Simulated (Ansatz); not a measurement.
The start is a generated trial cell of HgTe in the AFLOW prototype AB_hP8_194_ad_f (B_i, as in TiAs). The structure is fully relaxed (lattice and positions, P = 0) with r2SCAN (plane waves to 500 eV, PAW, scalar-relativistic; Ansatz, a quantum-chemistry and plane-wave program). The first steps use a coarse 6×6×2 k-mesh.

The start:
```yaml
crystal:
  lattice:
    - [4.65290, 0.00000, 0.00000]
    - [-2.32645, 4.02953, 0.00000]
    - [0.00000, 0.00000, 15.69716]
  atoms:
    - { symbol: Hg, position: [0.33333, 0.66667, 0.12500] }
    - { symbol: Hg, position: [0.66667, 0.33333, 0.62500] }
    - { symbol: Hg, position: [0.66667, 0.33333, 0.87500] }
    - { symbol: Hg, position: [0.33333, 0.66667, 0.37500] }
    - { symbol: Te, position: [0.00000, 0.00000, 0.00000] }
    - { symbol: Te, position: [0.00000, 0.00000, 0.50000] }
    - { symbol: Te, position: [0.33333, 0.66667, 0.75000] }
    - { symbol: Te, position: [0.66667, 0.33333, 0.25000] }
```

### Question
What pressure does the first self-consistent step give?

### Answer
-7 GPa (negative: the cell is under tension).

### Question
By how much does the energy per atom fall from start to end?

### Answer
0.23 eV/atom.

### Question
How does the volume change?

### Answer
-22.3 %, from 36.79 to 28.59 Å³/atom.

### Question
What band gap does the relaxed structure have at this level?

### Answer
Zero (metallic).

### Question
What does it relax into? Give the structure.

### Answer

```cif
data_Hg4Te4
_chemical_formula_sum 'Hg4 Te4'
_space_group_name_H-M_alt 'P63/mmc'
_space_group_IT_number 194
_space_group_name_Hall '-P 6c 2c'
_cell_length_a 4.30790
_cell_length_b 4.30790
_cell_length_c 14.23357
_cell_angle_alpha 90.000
_cell_angle_beta 90.000
_cell_angle_gamma 120.000
loop_
_atom_site_label
_atom_site_type_symbol
_atom_site_symmetry_multiplicity
_atom_site_Wyckoff_symbol
_atom_site_fract_x
_atom_site_fract_y
_atom_site_fract_z
_atom_site_occupancy
Hg1 Hg 4 f 0.33333 0.66667 0.12210 1
Te1 Te 2 a 0.00000 0.00000 0.00000 1
Te2 Te 2 d 0.66667 0.33333 0.25000 1
```

The space group stays P6₃/mmc (No. 194) (the run could not lower it); the end is AFLOW prototype AB_hP8_194_ad_f (B_i, as in TiAs), with 8 atoms in the primitive cell. Final values are on a 13×13×4 k-mesh of the relaxed cell. No spin polarisation in the result.

The run could not lose the symmetry of its start, so the end can be a saddle point.

The relaxed structure here is a generated cell of HgTe: the first start was made by placing the elements on the sites of a structure type, and the end was not matched to a known phase here, so it may be hypothetical. Known forms of HgTe include space group No. 216.
